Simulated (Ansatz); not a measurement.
**Is this TaTiSi₄ structure a true minimum?**

The structure comes from a generated guess, relaxed at this level; another structure or a mixture of phases may lie lower.

Computed with DFT PBE, scalar-relativistic, plane waves, PAW in Ansatz 0.2.0. Cutoff 420 eV; k points 10×12×12 on the computed 6-atom cell (Γ-centred); Gaussian smearing, width 0.10 eV; no spin polarisation.

The cell below (6 atoms, space group Amm2 (No. 38)) is relaxed within its symmetry.

```cif
data_structure
_symmetry_space_group_name_H-M 'P 1'
_symmetry_Int_Tables_number 1
_cell_length_a 3.5918
_cell_length_b 7.1180
_cell_length_c 7.1180
_cell_angle_alpha 28.948
_cell_angle_beta 90.000
_cell_angle_gamma 90.000
_cell_volume 88.08
loop_
_atom_site_label
_atom_site_type_symbol
_atom_site_fract_x
_atom_site_fract_y
_atom_site_fract_z
_atom_site_occupancy
Ti1 Ti 0.50000 0.10442 0.10442 1
Ta1 Ta 0.00000 0.89265 0.89265 1
Si1 Si 0.50000 0.44614 0.44614 1
Si2 Si 0.00000 0.56390 0.56390 1
Si3 Si 0.50000 0.74676 0.74676 1
Si4 Si 0.00000 0.24612 0.24612 1
```

For the test a repeat of it with 12 atoms (edges 3.59, 7.12, 7.12 Å) was strained at random (σ = 1.5 % a component), the atoms were moved at random (σ = 0.15 Å), and all was relaxed again on a coarse 6×4×4 mesh (in the run’s order of axes) with 0.20 eV smearing, with no symmetry imposed.

These runs have no spin–orbit coupling, which can matter for Ta.

Q: What happens?

A: It returns, within 1 meV/atom of the unmoved cell on that mesh and with the same symmetry when read at 0.1 Å. No instability shows in this cell; modes of other wave vectors, which need another repeat, aren't tested.
